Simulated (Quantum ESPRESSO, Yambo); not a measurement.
WS₂ (space group P6_3/mmc, No. 194). Cell and atoms were relaxed with PBE+D3(BJ) from Materials Project entry mp-224, within its symmetry. Chain: PBEsol (Quantum ESPRESSO, PseudoDojo norm-conserving, 74 Ry, with spin-orbit coupling); G0W0 in Yambo (6×6×1 Γ-centred k mesh, bands 9 to 258 and a 6 Ry block in the screening, 258 bands in G with the Bruneval-Gonze terminator, plasmon pole fitted at 27.2 eV); BSE (6×6×1 mesh, 20 valence and 20 conduction bands, static screening with 136 bands and a 3 Ry block, scissor 0.54 eV, Tamm-Dancoff).

```json
{
  "PBEsol gap (dense path)": "0.82 eV",
  "PBEsol gap Γ → (0.167, 0.167, 0) on the GW mesh": "0.80 eV",
  "PBEsol smallest direct gap on the GW mesh, at K": "1.63 eV",
  "G0W0 direct gap at that point": "2.17 eV",
  "G0W0 correction to the gap Γ → (0.167, 0.167, 0)": "0.34 eV",
  "lowest_exciton": "no binding energy given (see below)"
}
```

Rough cost of the Yambo steps against G0W0 for 11 states: BSE within a factor of two.

Nearest settings tried, and what they do to the gap: 174 bands in W, 174 bands in G: +11 meV; 3 Ry block (79 vectors against 179): -71 meV. Not varied: mesh. So the settings aren't converged at that level. The BSE states are vertical excitations (zero momentum); the indirect quasiparticle gap, about 1.14 eV, is smaller than the direct one (2.17 eV on the GW mesh). The lowest state covers only about 2 of the 36 k points, so the mesh doesn't resolve it: its energy and its distance from the direct gap are mesh artefacts. An extended exciton needs a far denser mesh. Axes are Cartesian, with cell vectors (Å) (3.15, 0.00, 0.00), (-1.58, 2.73, 0.00), (0.00, 0.00, 12.14).
